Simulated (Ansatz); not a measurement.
CsSnI$_{3}$:
```cif
data_CsI3Sn
_chemical_formula_sum 'Cs1 Sn1 I3'
_space_group_name_H-M_alt 'Pm-3m'
_space_group_IT_number 221
_space_group_name_Hall '-P 4 2 3'
_cell_length_a 6.27145
_cell_length_b 6.27145
_cell_length_c 6.27145
_cell_angle_alpha 90.000
_cell_angle_beta 90.000
_cell_angle_gamma 90.000
loop_
_atom_site_label
_atom_site_type_symbol
_atom_site_symmetry_multiplicity
_atom_site_Wyckoff_symbol
_atom_site_fract_x
_atom_site_fract_y
_atom_site_fract_z
_atom_site_occupancy
Cs1 Cs 1 a 0.00000 0.00000 0.00000 1
Sn1 Sn 1 b 0.50000 0.50000 0.50000 1
I1 I 3 c 0.00000 0.50000 0.50000 1
```

Relaxed with PBE.

### Question
Which orbitals make up the states near the band edges in PBE (plane waves, PAW; program Ansatz)?

### Answer
Top 1 eV of the valence band: I 5p 54 %, Sn 5s 24 %, Sn 5p 18 %. Bottom 1 eV of the conduction band: Sn 5p 75 %, I 5p 13 %, I 5s 5 %, outside the projected shells 5 %. Projections are on Löwdin-orthogonalised atomic valence shells; empty p or d shells of many metals are not among them.

### Question
Tabulate the density of states.

### Answer
States/eV per cell of 5 atoms, in 0.25 eV bins, energy from the valence-band maximum.

| E (eV) | total | I 5p | Sn 5p | Sn 5s |
|---|---|---|---|---|
| -7.85 | 0.91 | 0.28 | 0.01 | 0.59 |
| -7.60 | 1.83 | 0.52 | 0.02 | 1.21 |
| -7.35 | 1.91 | 0.48 | 0.03 | 1.28 |
| -7.10 | 1.67 | 0.37 | 0.03 | 1.16 |
| -6.85 | 0.85 | 0.16 | 0.02 | 0.61 |
| -6.60 | 0.37 | 0.05 | 0.01 | 0.28 |
| -6.35 | 0.11 | 0.01 | 0.00 | 0.09 |
| -6.10 | 0.00 | 0.00 | 0.00 | 0.00 |
| -5.85 | 0.00 | 0.00 | 0.00 | 0.00 |
| -5.60 | 0.00 | 0.00 | 0.00 | 0.00 |
| -5.35 | 0.00 | 0.00 | 0.00 | 0.00 |
| -5.10 | 0.00 | 0.00 | 0.00 | 0.00 |
| -4.85 | 0.00 | 0.00 | 0.00 | 0.00 |
| -4.60 | 0.00 | 0.00 | 0.00 | 0.00 |
| -4.35 | 2.64 | 1.75 | 0.87 | 0.00 |
| -4.10 | 4.60 | 3.07 | 1.44 | 0.03 |
| -3.85 | 2.41 | 1.63 | 0.68 | 0.05 |
| -3.60 | 2.16 | 1.52 | 0.53 | 0.06 |
| -3.35 | 3.31 | 2.45 | 0.61 | 0.09 |
| -3.10 | 7.23 | 6.02 | 0.47 | 0.10 |
| -2.85 | 3.83 | 3.55 | 0.13 | 0.01 |
| -2.60 | 7.68 | 7.31 | 0.21 | 0.03 |
| -2.35 | 7.47 | 7.31 | 0.05 | 0.02 |
| -2.10 | 14.53 | 14.01 | 0.22 | 0.11 |
| -1.85 | 8.63 | 8.15 | 0.17 | 0.19 |
| -1.60 | 3.88 | 3.40 | 0.12 | 0.30 |
| -1.35 | 1.74 | 1.18 | 0.16 | 0.34 |
| -1.10 | 1.14 | 0.71 | 0.14 | 0.26 |
| -0.85 | 0.61 | 0.34 | 0.10 | 0.15 |
| -0.60 | 0.14 | 0.06 | 0.03 | 0.03 |
| -0.35 | 0.00 | 0.00 | 0.00 | 0.00 |
| -0.10 | 0.00 | 0.00 | 0.00 | 0.00 |
| 0.15 | 0.00 | 0.00 | 0.00 | 0.00 |
| 0.40 | 0.00 | 0.00 | 0.00 | 0.00 |
| 0.65 | 0.14 | 0.01 | 0.11 | 0.00 |
| 0.90 | 1.23 | 0.13 | 0.95 | 0.01 |
| 1.15 | 2.71 | 0.35 | 2.01 | 0.03 |
| 1.40 | 1.81 | 0.26 | 1.32 | 0.02 |
| 1.65 | 1.30 | 0.23 | 0.90 | 0.02 |
| 1.90 | 1.29 | 0.27 | 0.87 | 0.02 |
| 2.15 | 1.59 | 0.37 | 1.04 | 0.03 |
| 2.40 | 1.97 | 0.46 | 1.16 | 0.04 |
| 2.65 | 1.89 | 0.35 | 0.78 | 0.03 |
| 2.90 | 1.15 | 0.26 | 0.54 | 0.02 |
| 3.15 | 1.64 | 0.29 | 0.52 | 0.02 |
| 3.40 | 3.17 | 0.49 | 0.88 | 0.01 |
| 3.65 | 6.36 | 0.99 | 1.61 | 0.02 |
| 3.90 | 8.14 | 0.89 | 1.34 | 0.01 |
| 4.15 | 6.71 | 0.41 | 0.68 | 0.01 |
| 4.40 | 9.84 | 0.29 | 0.47 | 0.02 |
| 4.65 | 7.88 | 0.31 | 0.50 | 0.01 |
| 4.90 | 6.00 | 0.09 | 0.11 | 0.00 |

This is a known high-temperature phase of the composition, computed here at zero pressure and temperature. The cell was relaxed with PBE under the symmetry of its start; whether a distortion lowers the energy is not shown. The volume moved by 18 % from the start of the relaxation. Spin–orbit coupling is left out wherever it is not named.

Potentials: the later of the program's two PAW sets.
